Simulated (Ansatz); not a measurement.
The cell below belongs to a search over invented structures; it isn't taken from experiment.

Input and command of a plane-wave DFT calculation in Ansatz:

```yaml
crystal:
  lattice:
    - [5.2390615983, 0.0, 0.0]
    - [-2.6195307991, 4.5371604361, 0.0]
    - [0.0, 0.0, 8.9191824808]
  atoms:
    - { symbol: Tl, position: [0.3333333333, 0.6666666667, 0.7838083521] }
    - { symbol: Tl, position: [0.6666666667, 0.3333333333, 0.2161916479] }
    - { symbol: Tl, position: [0.0, 0.0, 0.5] }
    - { symbol: I, position: [0.0, 0.0, 0.0] }
    - { symbol: Cl, position: [0.3333333333, 0.6666666667, 0.3622456506] }
    - { symbol: Cl, position: [0.6666666667, 0.3333333333, 0.6377543494] }
basis:
  ecutwfc: 420
kpoints:
  mp_grid: { grid: [6, 6, 4] }
hamiltonian:
  xc: pbe
scf:
  occupations: { method: gaussian, width: 0.02 }
output:
  forces: true
  stress: true
  eigenvalues: true
relax:
  adjacent_minimum: "off"
  f_tol: 0.01
  max_steps: 80
  cell: { stress_tol: 0.05 }
```

```bash
ansatz run input.yaml --threads 1 --pin off --max-ram 2560MiB --backend cpu --events-out ev --progress --plain --runs-dir out
```

Processor: Intel(R) Xeon(R) Processor @ 2.50GHz (Skylake/Cascade Lake), 1 thread, on a host shared with other jobs.

Q: Estimate time, memory and problem size.

A: About 7.3 min, peak memory 0.58 GiB. It solves 42 bands at 24 k points (after reduction by symmetry) with about 4413 plane waves (on the last cell), in 98 SCF iterations over 15 ionic steps.
